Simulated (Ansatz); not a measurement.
### Question
Ru (hcp (Mg type), P6_3/mmc) is relaxed with LDA in the plane-wave PAW code Ansatz. What lattice parameters of the conventional cell result?

### Answer
a = 2.675 Å, c = 4.226 Å.

The LDA relaxation kept the symmetry of its start. No spin polarisation was allowed. Axis ratios of metals converge slowly with the k-mesh, so a and c are less sure than the volume.

Potentials: the earlier of the program's two PAW sets. The files were generated under PBE; for other functionals the program regenerates the frozen cores, and for LDA and PBEsol the local potential too.
